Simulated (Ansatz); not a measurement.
Computed properties of Ag

Ag:
```
Ag
1.0
   -2.66475     2.66475     1.39175
    2.66475    -2.66475     1.39175
    2.66475     2.66475    -1.39175
Ag
2
Direct
  0.00000   0.00000   0.00000
  0.75000   0.25000   0.50000
```

Space group I4_1/amd (No. 141), β-Sn type; conventional cell a = 5.330 Å, b = 5.330 Å, c = 2.783 Å, α = 90.00°, β = 90.00°, γ = 90.00°.

Method: DFT-PBE in the program Ansatz with PAW potentials. The cell and atoms are relaxed at this level. Other levels are named where they apply.

### Cell and energy

Volume per atom: 19.77 Å³
Density: 9.06 g/cm³

### Electronic structure

- Electronic character: metallic (no gap)
- Density of states at the Fermi level: 0.27 states/eV per atom (mean over ±0.08 eV)
- Gap with spin–orbit coupling: none (metallic)

### Mechanics

- Bulk modulus (Birch–Murnaghan fit) = 73.4 GPa
- Pressure derivative B′ = 5.7

The start of the workflow was typed in or built on a structure type; neither database checked (COD, Materials Project) lists it. It is not the phase usual at ambient conditions (space group No. 225). The PBE relaxation kept the symmetry of its start; its stability against distortions is not shown here. The run is not spin-polarised. Axis ratios of metals converge slowly with the k-mesh, so a and c are less sure than the volume. Spin–orbit coupling is left out wherever it is not named.

Potentials: the earlier of the program's two PAW sets.
